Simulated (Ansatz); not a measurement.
**Zn8Au5: gradients before and after relaxing the atoms**

Start: an entry of the Crystallography Open Database (COD), taken as it stands.

Space group I-43m (No. 217); a = 9.2700 Å.

```csv
site,Wyckoff,site symmetry,x,y,z
Zn1,8c,.3m,0.1089,0.1089,0.1089
Zn5,24g,..m,0.3128,0.3128,0.0366
Au17,8c,.3m,0.3280,0.3280,0.3280
Au21,12e,2.mm,0.3558,0.0000,0.0000
```

One atom of each set is listed; the run and its k-mesh use a cell of 26 atoms with edges of 8.03, 8.03, 8.03 Å.

All values are calculated (Ansatz; DFT, PBE, plane waves and PAW, scalar-relativistic, 420 eV cutoff, Γ-centred 5×5×5 k-points, Fermi–Dirac smearing 0.05 eV), not measured.

The largest force at the start is 0.81 eV/Å. Relaxing the ions at fixed cell moves them by 0.258 Å at most (atom 17, Au) and 0.126 Å rms.

| site | moved (Å) | first shell before | first shell after | V_zz before (10²¹ V/m²) | η before |
| --- | --- | --- | --- | --- | --- |
| Zn1 | 0.002 | 6 Au at 2.70–2.73 Å, 6 Zn at 2.76–2.86 Å | 7 Au at 2.67–3.26 Å, 6 Zn at 2.83–2.85 Å | 4.45 | 0.00 |
| Zn5 | 0.108 | 6 Au at 2.65–2.97 Å, 5 Zn at 2.76 Å | 6 Au at 2.60–2.96 Å, 5 Zn at 2.72–2.83 Å | -4.02 | 0.57 |
| Au17 | 0.258 | 9 Zn at 2.67–2.73 Å, 3 Au at 2.83 Å | 10 Zn at 2.60–3.26 Å, 3 Au at 2.90 Å | 7.03 | 0.00 |
| Au21 | 0.037 | 10 Zn at 2.65–2.97 Å, 3 Au at 2.67–2.83 Å | 10 Zn at 2.66–2.96 Å, 3 Au at 2.75–2.90 Å | 13.54 | 0.83 |

**Question.** What are V_zz and η after the relaxation?

**Answer.** 

```csv
site,V_zz after,η after,change of V_zz
Zn1,4.03,0.00,-0.42
Zn5,-4.48,0.62,-0.46
Au17,9.14,0.00,+2.11
Au21,12.35,0.93,-1.19
```

The largest change of V_zz is on Au17, from 7.03 to 9.14. In per cent, |V_zz| changes by -9 to +11 on Zn, -9 to +30 on Au (all sites that start above 2).

The run finds no gap above 0.1 eV (a metal, or nearly one), so the gradients can move by 10 % or more with the k-mesh. Spin–orbit coupling is left out, which shifts gradients on Au by a few per cent in wide-gap crystals, and can shift them far more where the calculated gap is small or absent, as here.
Before: At this cell the PBE pressure is 7 GPa, so with PBE the cell would grow if it were relaxed.
After: At this cell the PBE pressure is 6 GPa, so with PBE the cell would grow if it were relaxed.
